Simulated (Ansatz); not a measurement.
YN:
Space group Fm-3m (No. 225); a = b = c = 4.856 Å, α = β = γ = 90.00°

```
atom  site  symmetry       x       y       z
----  ----  --------  ------  ------  ------
N       4a      m-3m  0.0000  0.0000  0.0000
Y       4b      m-3m  0.5000  0.5000  0.5000
```
(The calculation used a cell of 2 atoms; values per cell refer to that cell.)

Relaxed with PBEsol. PBEsol in the plane-wave PAW code Ansatz gives a gap of 0.07 eV.

Question: What gap does HSE06 give on the same cell (Ansatz, PAW)?

Answer: 1.05 eV, 0.98 eV more. The hybrid was solved on a coarser mesh and at special points; its gap is the smallest among all of these.

```
k  v1 PBEsol  c1 PBEsol  v1 HSE06  c1 HSE06
-  ---------  ---------  --------  --------
Γ       0.00       3.13         ?         ?
X      -0.37       0.07     -0.44      1.05
L      -2.32       5.79         ?         ?
W      -1.55       4.02         ?         ?
K      -1.34       2.42         ?         ?
```

Question: Top valence (v1) and lowest conduction level (c1) in eV from each method's valence maximum (which need not be a listed point): supply the withheld HSE06 values.

Answer: 
- L, v1 HSE06: -2.52
- L, c1 HSE06: 7.27
- W, v1 HSE06: -1.71
- W, c1 HSE06: 5.27
- K, v1 HSE06: -1.47
- K, c1 HSE06: 3.53
- Γ, v1 HSE06: 0.00
- Γ, c1 HSE06: 4.35

Cost on shared cores: the PBEsol run (SCF on a 10×10×10 mesh, then bands and DOS) very roughly 8 core-seconds, the HSE06 run (SCF on 7×7×7, then a few points) roughly 90 core-seconds; the tasks are unlike.

Symmetry was held in the PBEsol relaxation. The run is not spin-polarised. Scalar-relativistic: spin–orbit coupling is off unless named, which matters more the heavier the elements.

Potentials: the later of the program's two PAW sets.
